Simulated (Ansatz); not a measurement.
Re:
```
Re
1.0
    2.73811     0.00000     0.00000
   -1.36906     2.37127     0.00000
    0.00000     0.00000     4.41481
Re
2
Direct
  0.33333   0.66667   0.75000
  0.66667   0.33333   0.25000
```

Relaxed with LDA. Special points in fractions of this cell's reciprocal vectors: Γ (0.000, 0.000, 0.000); M (0.500, 0.000, 0.000); K (0.333, 0.333, 0.000); A (0.000, 0.000, 0.500); L (0.500, 0.000, 0.500); H (0.333, 0.333, 0.500).

Task: List the band energies nearest the Fermi level at these points for LDA (plane waves, PAW; program Ansatz).

Result: In eV from the Fermi level; about four levels below and three above (degenerate sets whole), none deeper than 8.9 eV; … stands for higher levels left out; points with the same levels are listed once.

| k | below | above |
|---|---|---|
| Γ | -1.67 -1.67 -1.64 -0.79 -0.79 | 0.16 0.16 0.80 |
| M | -2.04 -1.68 -1.38 -0.59 | 4.12 4.57 4.68 |
| K | -3.42 -2.19 -2.19 -0.02 | 3.15 3.15 3.66 |
| A | -1.80 -1.80 -1.80 -1.80 | … |
| L | -6.46 -6.46 -4.24 -4.24 | 0.38 0.38 1.04 1.04 |
| H | -3.82 -3.82 -2.16 -2.16 | 0.04 0.04 3.46 3.46 |

Space group P6_3/mmc (hcp (Mg type)). The cell was relaxed with LDA under the symmetry of its start. The run is not spin-polarised. Spin–orbit coupling is left out wherever it is not named.

Potentials: the later of the program's two PAW sets.
